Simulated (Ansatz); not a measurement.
Molecular dynamics on a 2×2×1 supercell (16 atoms) of AgTlTe2 (ordering on zincblende), relaxed with r2SCAN. Forces come from r2SCAN in Ansatz 0.2.0: constant energy and volume (NVE), velocities drawn at 1300 K, steps of 3 fs. Classical nuclei, no spin polarisation; a few dozen steps show the first response, not equilibrium. The structure comes from a prototype and may be hypothetical.

```yaml
crystal:
  lattice:
    - [9.3315092128, 0.0, 0.0]
    - [0.0, 9.3315092128, 0.0]
    - [0.0, 0.0, 6.4900778924]
  atoms:
    - { symbol: Ag, position: [0.0, 0.0, 0.0] }
    - { symbol: Te, position: [0.0, 0.25, 0.2316360463] }
    - { symbol: Tl, position: [0.25, 0.25, 0.5] }
    - { symbol: Te, position: [0.25, 0.0, 0.7683639537] }
    - { symbol: Ag, position: [0.0, 0.5, 0.0] }
    - { symbol: Te, position: [0.0, 0.75, 0.2316360463] }
    - { symbol: Tl, position: [0.25, 0.75, 0.5] }
    - { symbol: Te, position: [0.25, 0.5, 0.7683639537] }
    - { symbol: Ag, position: [0.5, 0.0, 0.0] }
    - { symbol: Te, position: [0.5, 0.25, 0.2316360463] }
    - { symbol: Tl, position: [0.75, 0.25, 0.5] }
    - { symbol: Te, position: [0.75, 0.0, 0.7683639537] }
    - { symbol: Ag, position: [0.5, 0.5, 0.0] }
    - { symbol: Te, position: [0.5, 0.75, 0.2316360463] }
    - { symbol: Tl, position: [0.75, 0.75, 0.5] }
    - { symbol: Te, position: [0.75, 0.5, 0.7683639537] }
kpoints:
  mp_grid: { grid: [2, 2, 2] }
hamiltonian:
  xc: r2scan
scf:
  occupations: { method: fermi_dirac, width: 0.112 }
md:
  ensemble: nve
  temperature: 1300
  timestep: 3.0
  n_steps: 40
  initial_velocities: maxwell_boltzmann
  seed: 5660
```

Command: `ansatz run input.yaml --threads 4 --pin off --max-ram 3686MiB --backend cpu --events-out ev --progress --plain --runs-dir out`. It ended after 7.7 min on 4 threads of Arm Neoverse N1, on a shared host; peak host memory 3.3 GiB.

```tsv
step	t (fs)	T (K)	free energy F from step 0 (meV/atom)	kinetic energy (meV/atom)	largest force (eV/Å)
0	0	1300	0.0	157.5	0.07
1	3	1294	0.7	156.8	0.19
2	6	1280	2.5	155.1	0.31
3	9	1256	5.3	152.2	0.43
4	12	1225	9.1	148.4	0.56
5	15	1186	13.8	143.8	0.69
6	18	1141	19.2	138.3	0.82
7	21	1091	25.4	132.2	0.95
8	24	1036	32.1	125.5	1.08
9	27	977	39.2	118.4	1.21
10	30	916	46.6	111.0	1.35
11	33	854	54.1	103.5	1.48
```

The temperature goes from 1300 K to 854 K in 33 fs. The atoms start on their lattice sites with kinetic energy alone, so much of it first passes into potential energy. The conserved energy stays within 0.07 meV an atom. By the last step the atoms have moved 0.15 Å in the root mean square, the drift of the whole cell taken out, 0.27 Å at most. The job's limit cut the run after 11 of 40 steps.

Positions (Å) and forces (eV/Å) at step 11:
```
Ag  -0.116  -0.123   0.107     0.125   0.097  -0.426
Te  -0.032   2.302   1.376     0.239  -0.266   0.662
Tl   2.449   2.344   3.263    -0.960   0.498   0.065
Te   2.475   0.032   4.869    -0.454  -0.174   0.831
Ag  -0.058   4.627   0.066    -0.250   0.071   0.121
Te  -0.009   6.915   1.549     0.256   0.220  -0.227
Tl   2.339   6.981   3.271     0.193   0.296  -0.313
Te   2.103   4.801   5.024     1.129  -0.736  -0.046
Ag   4.780  -0.005   0.085    -0.290   0.405  -0.276
Te   4.748   2.291   1.664    -0.527   0.242  -1.329
Tl   6.967   2.280   3.230     1.195   0.757   0.418
Te   6.904   0.019   4.874     0.595  -0.219   0.627
Ag   4.610   4.556   0.117     0.046   0.267  -0.317
Te   4.676   7.084   1.462    -0.309  -0.851   0.056
Tl   6.988   7.074   3.139    -0.140  -0.324   0.329
Te   7.096   4.759   4.950    -0.848  -0.284  -0.176
```
